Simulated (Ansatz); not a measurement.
SiB$_{2}$Mo$_{2}$:
```cif
data_B2Mo2Si
_chemical_formula_sum 'Si1 Mo2 B2'
_space_group_name_H-M_alt 'P 1'
_space_group_IT_number 1
_cell_length_a 5.74707
_cell_length_b 5.74707
_cell_length_c 3.11336
_cell_angle_alpha 90.000
_cell_angle_beta 90.000
_cell_angle_gamma 149.273
loop_
_space_group_symop_operation_xyz
  'x, y, z'
loop_
_atom_site_label
_atom_site_type_symbol
_atom_site_fract_x
_atom_site_fract_y
_atom_site_fract_z
_atom_site_occupancy
Si1 Si 0.00000 0.00000 0.00000 1
Mo1 Mo 0.36343 0.63657 0.50000 1
Mo2 Mo 0.63657 0.36343 0.50000 1
B1 B 0.20687 0.79313 0.00000 1
B2 B 0.79313 0.20687 0.00000 1
```

Relaxed with PBEsol.

Decompose the optical modes at the zone centre into irreducible representations, and say which are infrared and Raman allowed.

Point group mmm: Γ_opt = 2Ag + 2B1g + 2B1u + 2B2u + 2B3g + 2B3u. Infrared: B1u, B2u, B3u. Raman: Ag, B1g, B3g.

Assign frequencies (DFPT, the program Ansatz at the PBEsol level (PAW)).

B3g 140, B1g 178, B3u 248, B1u 254, Ag 267, B2u 308, B3u 488, B2u 502, B3g 520, B1u 533, Ag 594, B1g 794 cm⁻¹.

Subscripts of B labels follow the axes of the standard setting.

Space group Cmmm. The start of the workflow was typed in or built on a structure type; neither database checked (COD, Materials Project) lists it. Its standing as an ambient phase is unchecked. Symmetry was held in the PBEsol relaxation; its stability against distortions is not shown here. The run is not spin-polarised. As this level gives no gap, phonon frequencies hold no LO–TO term and depend on the k-mesh and smearing (Fermi–Dirac, 0.1 eV here).

Potentials: the later of the program's two PAW sets.
